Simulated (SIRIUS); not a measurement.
A self-consistent single point of TePb (Fm-3m, 8 atoms in the cell; from Materials Project mp-19717, changed as shown).

```
CELL_PARAMETERS angstrom
      6.67263     0.00000     0.00000
      0.00000     6.67263     0.00000
      0.00000     0.00000     6.67263
ATOMIC_POSITIONS crystal
  Te 0.00000 0.00000 0.00000
  Te 0.00000 0.50000 0.50000
  Te 0.50000 0.00000 0.50000
  Te 0.50000 0.50000 0.00000
  Pb 0.50000 0.00000 0.00000
  Pb 0.50000 0.50000 0.50000
  Pb 0.00000 0.00000 0.50000
  Pb 0.00000 0.50000 0.00000
```

Method: PBE, GBRV PBE ultrasoft pseudopotentials (plane waves; SIRIUS).

SIRIUS settings:

- parameters.ngridk = 4 4 4
- parameters.xc_functionals = [XC_GGA_X_PBE, XC_GGA_C_PBE]
- parameters.gk_cutoff = 6.325 1/bohr
- parameters.pw_cutoff = 14.143 1/bohr
- parameters.smearing = fermi_dirac
- parameters.smearing_width = 0.00183747 Ha
- potentials = GBRV PBE ultrasoft pseudopotentials
- parameters.electronic_structure_method = pseudopotential
- parameters.num_bands = 48
- parameters.num_mag_dims = 0
- parameters.num_dft_iter = 100
- parameters.energy_tol = 1e-07 Ha
- parameters.density_tol = 1e-06
- mixer.type = anderson
- mixer.beta = 0.7
- mixer.use_hartree = false

**Question.** Estimate, at this level of theory: gap on the k-point mesh and pressure.

**Answer.** The run gave:

- Gap on the k-point mesh: 0.89 eV
- Pressure: -1.73 GPa

The gap is read on the k-point mesh of the run and can differ from the gap over the whole zone at this level.

For comparison: a first run was changed to give this one (lattice scaled by 1.02), and from it to this one the free energy goes up by 9.8 meV/atom, the pressure goes from 0.35 to -1.73 GPa and the gap on the mesh goes from 0.784 to 0.889 eV.

Spin-orbit coupling is left out, which matters for bands and gaps with elements this heavy. The structure comes from a collection of computed structures, made at another level of theory; the collection holds predicted forms beside known ones.

Cost on one core: about 2.5 core-minutes (a rough figure).
